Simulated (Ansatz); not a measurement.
The relaxed structure here is a generated cell of Ti3Si: the first start was made by placing the elements on the sites of a structure type, and the end was not matched to a known phase here, so it may be hypothetical.

The start is a generated trial cell of Ti3Si in the cementite structure type. The cell and all atomic positions are relaxed at zero pressure with r2SCAN (plane waves to 500 eV, PAW, scalar-relativistic; Ansatz, a program for electronic structure). First-step values are on the input's coarse k-mesh.

Ansatz input (later rounds restart from its end on a renewed k-mesh):
Ansatz 0.2 input:
```yaml
crystal:
  lattice:
    - [6.909924, 0, 0]
    - [0, 9.16074, 0]
    - [0, 0, 6.140194]
  atoms:
    - { symbol: Ti, position: [0.036, 0.25, 0.852] }
    - { symbol: Ti, position: [0.536, 0.25, 0.648] }
    - { symbol: Ti, position: [0.964, 0.75, 0.148] }
    - { symbol: Ti, position: [0.464, 0.75, 0.352] }
    - { symbol: Ti, position: [0.186, 0.063, 0.328] }
    - { symbol: Ti, position: [0.686, 0.437, 0.172] }
    - { symbol: Ti, position: [0.814, 0.563, 0.672] }
    - { symbol: Ti, position: [0.314, 0.937, 0.828] }
    - { symbol: Ti, position: [0.814, 0.937, 0.672] }
    - { symbol: Ti, position: [0.314, 0.563, 0.828] }
    - { symbol: Ti, position: [0.186, 0.437, 0.328] }
    - { symbol: Ti, position: [0.686, 0.063, 0.172] }
    - { symbol: Si, position: [0.39, 0.25, 0.05] }
    - { symbol: Si, position: [0.89, 0.25, 0.45] }
    - { symbol: Si, position: [0.61, 0.75, 0.95] }
    - { symbol: Si, position: [0.11, 0.75, 0.55] }
basis: { ecutwfc: 500, ecutrho_ratio: 4, xc_grid: 4, fft_grid_basis: typed }
kpoints: { mp_grid: { grid: [3, 2, 3] } }
hamiltonian:
  xc: r2scan
  dispersion: none
  pseudopotentials: { kind: paw }
scf: { occupations: { method: fermi_dirac, width: 0.05 } }
relax: { f_tol: 0.01, max_steps: 100, cell: { stress_tol: 0.02 } }
output: { forces: true, stress: true }
```

- Largest initial force: about 0.5 eV/Å, on Ti5, Ti6, Ti7, Ti8, Ti9, Ti10, Ti11, Ti12 (atoms numbered as listed)
- Outcome: The space group stays Pnma (No. 62) (the run could not lower it); the end is AFLOW prototype AB3_oP16_62_c_cd (D0_11, as in Fe3C), with 16 atoms in the primitive cell
- Energy released: 0.87 eV/atom
- Volume change: -32.5 %, from 24.29 to 16.39 Å³/atom
- Shortest distances (start → end): The closest pairs of elements (up to four, under 3.6 Å), start → end: Si–Ti 2.67 → 2.54 Å; Ti–Ti 3.40 → 2.78 Å; Si–Si 4.24 → 3.59 Å
- Band gap at the end: zero (metallic)
- Optimiser moves: 15

The end point of the relaxation:

Space group Pnma (No. 62); a = 6.364 Å, b = 7.892 Å, c = 5.222 Å, α = 90.00°, β = 90.00°, γ = 90.00°

```tsv
atom	site	symmetry	x	y	z
Ti	4c	.m.	0.4768	0.2500	0.3793
Ti	8d	1	0.1914	0.5390	0.3673
Si	4c	.m.	0.1106	0.2500	0.5902
```

Final values are on a 6×5×7 k-mesh of the relaxed cell. No spin polarisation in the result.

The run could not lose the symmetry of its start, so the end can be a saddle point.
